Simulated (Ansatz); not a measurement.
**H3OF — quadrupolar parameters**

The cell is a structure deposited in the COD, its atoms then relaxed with PBE in this cell.

Space group Pnma (No. 62); a = 6.2100, b = 4.1720, c = 6.1950 Å.

| site | Wyckoff | site symmetry | x | y | z |
| --- | --- | --- | --- | --- | --- |
| H1 | 8d | 1 | 0.3883 | 0.4540 | 0.2647 |
| H9 | 4c | .m. | 0.3027 | 0.2500 | 0.0476 |
| O | 4c | .m. | 0.4138 | 0.2500 | 0.1728 |
| F | 4c | .m. | 0.3518 | 0.7500 | 0.3771 |

One atom of each set is listed.

Computed with Ansatz: DFT, PBE, plane waves and PAW, scalar-relativistic, 420 eV cutoff, Γ-centred 4×5×4 k-points, Fermi–Dirac smearing 0.02 eV.

Conventions: |V_zz| ≥ |V_yy| ≥ |V_xx|, η = (V_xx − V_yy)/V_zz, C_Q = eQV_zz/h.

²H: I = 1, Q = 2.858 mb; ¹⁷O: I = 5/2, Q = -25.58 mb. Nuclear quadrupole moments: year-2017 set (Pyykkö).

```json
{"site": "H1", "atoms": "8", "first shell": "1 O at 1.04 Å; also 1 F at 1.44 Å", "V_zz (10²¹ V/m²)": "1.89", "η": "0.15", "C_Q (MHz)": "0.130"}
{"site": "H9", "atoms": "4", "first shell": "1 O at 1.04 Å; also 1 F at 1.43 Å", "V_zz (10²¹ V/m²)": "1.84", "η": "0.18", "C_Q (MHz)": "0.127"}
{"site": "O", "atoms": "4", "first shell": "3 H at 1.04 Å", "V_zz (10²¹ V/m²)": "-11.62", "η": "0.03", "C_Q (MHz)": "7.18"}
{"site": "F", "atoms": "4", "first shell": "3 O at 2.46–2.47 Å; also 3 H at 1.43–1.44 Å, 1 O at 3.15 Å, 2 F at 3.17 Å", "V_zz (10²¹ V/m²)": "-6.87", "η": "0.03", "C_Q (MHz)": "–"}
```

At H1 and H9 V_zz points along its bond to O (within 2°) in each case. At O and F V_zz stands upright on the plane through its three neighbours (within 1°) in each case.

F has no stable isotope with a ground-state quadrupole moment in the table, so no C_Q is given.

The relaxation (6 steps) took 56 s of wall time (49 s of CPU time) and 0.47 GiB at its peak, on 1 thread of Arm Neoverse V2 (aarch64; 8 cores open to the job, memory cap 2.5 GiB, no GPU), a shared host with a load of 1.4 a core.
